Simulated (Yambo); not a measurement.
LiTaO3: lowest vertical excitons

```xyz
10
Lattice="2.5670 1.4820 4.6054 -2.5670 1.4820 4.6054 0.0000 -2.9641 4.6054" Properties=species:S:1:pos:R:3 pbc="T T T"
Li     0.0000     0.0000     3.9131
Li     0.0000     0.0000    10.8212
O      1.0007    -1.3260     7.8546
O     -1.6487    -0.2037     7.8546
O      0.6480     1.5296     7.8546
O     -0.6480    -1.4345     5.5519
O      1.5663     0.1561     5.5519
O     -0.9183     1.2784     5.5519
Ta     0.0000     0.0000    13.8088
Ta     0.0000     0.0000     6.9006
```

The geometry is that of Materials Project entry mp-3666, symmetrised and not relaxed again.

BSE in Yambo on norm-conserving PBEsol (Quantum ESPRESSO, 84 Ry, without SOC) bands: 6×6×6 mesh, 10 valence and 6 conduction bands, static screening with 73 bands and a 3 Ry block, scissor 1.85 eV, Tamm-Dancoff; field along x.

```json
[
 {"state": "1", "energy (eV)": "5.17", "states within 2 meV": "1", "relative strength": "< 0.01", "class": "dark", "main transitions": "several band pairs"},
 {"state": "2", "energy (eV)": "5.22", "states within 2 meV": "2", "relative strength": "< 0.01", "class": "dark", "main transitions": "several band pairs"},
 {"state": "3", "energy (eV)": "5.25", "states within 2 meV": "1", "relative strength": "< 0.01", "class": "dark", "main transitions": "several band pairs"},
 {"state": "4", "energy (eV)": "5.33", "states within 2 meV": "2", "relative strength": "1.00", "class": "strong", "main transitions": "several band pairs"},
 {"state": "5", "energy (eV)": "5.38", "states within 2 meV": "1", "relative strength": "< 0.01", "class": "dark", "main transitions": "several band pairs"},
 {"state": "6", "energy (eV)": "5.40", "states within 2 meV": "1", "relative strength": "< 0.01", "class": "dark", "main transitions": "several band pairs"},
 {"state": "7", "energy (eV)": "5.42", "states within 2 meV": "2", "relative strength": "0.65", "class": "strong", "main transitions": "several band pairs"},
 {"state": "8", "energy (eV)": "5.47", "states within 2 meV": "2", "relative strength": "0.26", "class": "strong", "main transitions": "several band pairs"}
]
```

These are vertical excitations (zero momentum). The direct quasiparticle gap on this mesh is 5.71 eV; counted from there, state 1 is bound by 0.54 eV. Convergence with the mesh was not shown.

Spin singlets only. Strengths are relative to the strongest of the lowest states of this run; strong means a line over 3 % of the spectrum's maximum, dark under 0.03 %. Absolute energies carry the error of the G0W0 scissor, whose convergence isn't established; the long-wavelength screening was taken along (1,1,1) although the crystal is anisotropic.

Without spin-orbit coupling, band edges of such heavy elements can be off by tenths of an eV.
